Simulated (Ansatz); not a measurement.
Input and command of a plane-wave DFT calculation in Ansatz:

```yaml
crystal:
  lattice:
    - [0.0, 3.1233880268, 3.1233880268]
    - [3.1233880268, 0.0, 3.1233880268]
    - [3.1233880268, 3.1233880268, 0.0]
  atoms:
    - { symbol: W, position: [0.0, 0.0, 0.0] }
    - { symbol: Se, position: [0.25, 0.25, 0.25] }
basis:
  ecutwfc: 420
kpoints:
  mp_grid: { grid: [12, 12, 12] }
hamiltonian:
  xc: pbe
  hubbard: { sites: [{ species: W, l: d, u_eff: 6.2 }] }
scf:
  occupations: { method: gaussian, width: 0.1 }
output:
  forces: true
  stress: true
  eigenvalues: true
```

```bash
ansatz run input.yaml --threads 1 --pin off --max-ram 2560MiB --backend cpu --events-out ev --progress --plain --runs-dir out
```

Processor: Intel(R) Xeon(R) Platinum 8259CL CPU @ 2.50GHz (Skylake/Cascade Lake), 1 thread, on a host shared with other jobs.

Problem. Estimate time, memory and problem size.

Solution. About 15 s on 1 thread of Intel(R) Xeon(R) Platinum 8259CL CPU @ 2.50GHz (Skylake/Cascade Lake), on a shared host, peak memory 0.49 GiB. It solves 19 bands at 72 k points (the mesh reduced by symmetry) with about 1243 plane waves, in 12 SCF iterations.
